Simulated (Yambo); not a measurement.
# BaHI: sweep of GW parameters

G0W0@PBEsol for BaHI (space group P4/nmm, No. 129) in Yambo. Reference settings: 2×2×2 Γ-centred k mesh, 358 bands and a 6 Ry block in the screening, 358 bands in G with the Bruneval-Gonze terminator, plasmon pole fitted at 27.2 eV. The PBEsol gap Z → Z on this mesh is 2.55 eV; G0W0 gaps are taken between the same points.

```json
[
 {"change from the reference": "reference settings", "G0W0 gap Z → Z (eV)": "3.96", "shift of the valence edge (eV)": "-0.91", "rough Yambo cost": "1"},
 {"change from the reference": "132 bands in W, 132 bands in G", "G0W0 gap Z → Z (eV)": "3.91", "shift of the valence edge (eV)": "-0.47", "rough Yambo cost": "about 1/2"},
 {"change from the reference": "228 bands in W, 228 bands in G", "G0W0 gap Z → Z (eV)": "3.95", "shift of the valence edge (eV)": "-0.77", "rough Yambo cost": "within a factor of two"},
 {"change from the reference": "132 bands in G", "G0W0 gap Z → Z (eV)": "3.91", "shift of the valence edge (eV)": "-0.71", "rough Yambo cost": "–"},
 {"change from the reference": "228 bands in G", "G0W0 gap Z → Z (eV)": "3.96", "shift of the valence edge (eV)": "-0.87", "rough Yambo cost": "–"},
 {"change from the reference": "164 bands in W", "G0W0 gap Z → Z (eV)": "3.93", "shift of the valence edge (eV)": "-0.70", "rough Yambo cost": "within a factor of two"},
 {"change from the reference": "3 Ry block", "G0W0 gap Z → Z (eV)": "3.82", "shift of the valence edge (eV)": "-0.75", "rough Yambo cost": "within a factor of two"},
 {"change from the reference": "2 Ry block", "G0W0 gap Z → Z (eV)": "3.69", "shift of the valence edge (eV)": "-0.60", "rough Yambo cost": "within a factor of two"},
 {"change from the reference": "5 Ry block", "G0W0 gap Z → Z (eV)": "3.90", "shift of the valence edge (eV)": "-0.85", "rough Yambo cost": "within a factor of two"},
 {"change from the reference": "pole fitted at 55 eV", "G0W0 gap Z → Z (eV)": "3.98", "shift of the valence edge (eV)": "-0.97", "rough Yambo cost": "–"},
 {"change from the reference": "no random integration", "G0W0 gap Z → Z (eV)": "3.95", "shift of the valence edge (eV)": "-0.86", "rough Yambo cost": "–"},
 {"change from the reference": "132 bands in G, no terminator", "G0W0 gap Z → Z (eV)": "3.72", "shift of the valence edge (eV)": "-0.13", "rough Yambo cost": "–"},
 {"change from the reference": "228 bands in G, no terminator", "G0W0 gap Z → Z (eV)": "3.91", "shift of the valence edge (eV)": "-0.62", "rough Yambo cost": "–"},
 {"change from the reference": "no terminator", "G0W0 gap Z → Z (eV)": "3.94", "shift of the valence edge (eV)": "-0.79", "rough Yambo cost": "–"}
]
```

The reference isn't shown to be the converged limit. Costs are rough (shared machines), scaled to the same edge states, and given only for runs that recompute the screening.

Spin-orbit coupling is included.

Geometry of the Materials Project entry, not relaxed at this level; primitive cell a = b = 4.776 Å, c = 7.800 Å, α = β = γ = 90.00°.

A shift is the quasiparticle energy of the state minus its PBEsol energy.
